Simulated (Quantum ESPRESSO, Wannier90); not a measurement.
# Wannierisation of GaN (zinc blende)

```xyz
2
Lattice="0.0000 2.2535 2.2535 2.2535 0.0000 2.2535 2.2535 2.2535 0.0000" Properties=species:S:1:pos:R:3 pbc="T T T"
Ga     0.0000     0.0000     0.0000
N      1.1267     1.1267     1.1267
```

Materials Project entry mp-830; symmetrised, unrelaxed at this level. Not found in the COD (Crystallography Open Database) copy used, which has the formula in other groups; not checked further. Computed values, not measurements, from PBEsol: Quantum ESPRESSO (norm-conserving PseudoDojo potentials, cutoff 68 Ry, spinors with spin-orbit coupling) on a Γ-centred 10×10×10 mesh, then Wannier90. Density: 12×12×12 mesh, cold smearing 0.01 Ry.

A tight-binding model is made by disentanglement and projection with no localisation steps (num_iter = 0), so the 16 orbitals stay atom-like: hydrogen-like Ga: s;p; N: s;p, axes along x, y, z; frozen window up to 3.20 eV relative to the valence-band maximum. It follows pw.x to 1.6 meV rms for states up to 2.7 eV relative to the valence-band maximum. Matrix elements depend on this choice of orbitals and windows. Bands 3–12 (Ga 3d 90 %, N 2s 5 %) lie between the kept ones and are excluded.

Problem. What are the on-site energies relative to the valence-band maximum, and how fast do the hoppings decay?

Solution. 
```
atom                 orbitals  energy (eV)
----  -----------------------  -----------
Ga1                     s↑ s↓         2.70
Ga1   pz↑ pz↓ px↑ px↓ py↑ py↓         8.75
N2                      s↑ s↓       -12.43
N2    pz↑ pz↓ px↑ px↓ py↑ py↓        -0.12
```

```json
[
 {"distance of the centres (Å)": "1–2", "largest modulus (eV)": "1.8"},
 {"distance of the centres (Å)": "3–4", "largest modulus (eV)": "0.55"},
 {"distance of the centres (Å)": "4–5", "largest modulus (eV)": "0.081"},
 {"distance of the centres (Å)": "5–6", "largest modulus (eV)": "0.040"},
 {"distance of the centres (Å)": "6–7", "largest modulus (eV)": "0.029"},
 {"distance of the centres (Å)": "7–8", "largest modulus (eV)": "0.0056"},
 {"distance of the centres (Å)": "8–9", "largest modulus (eV)": "0.0082"},
 {"distance of the centres (Å)": "9–10", "largest modulus (eV)": "0.0020"},
 {"distance of the centres (Å)": "10–11", "largest modulus (eV)": "0.00098"},
 {"distance of the centres (Å)": "11–12", "largest modulus (eV)": "0.0012"},
 {"distance of the centres (Å)": "12–13", "largest modulus (eV)": "0.00061"}
]
```
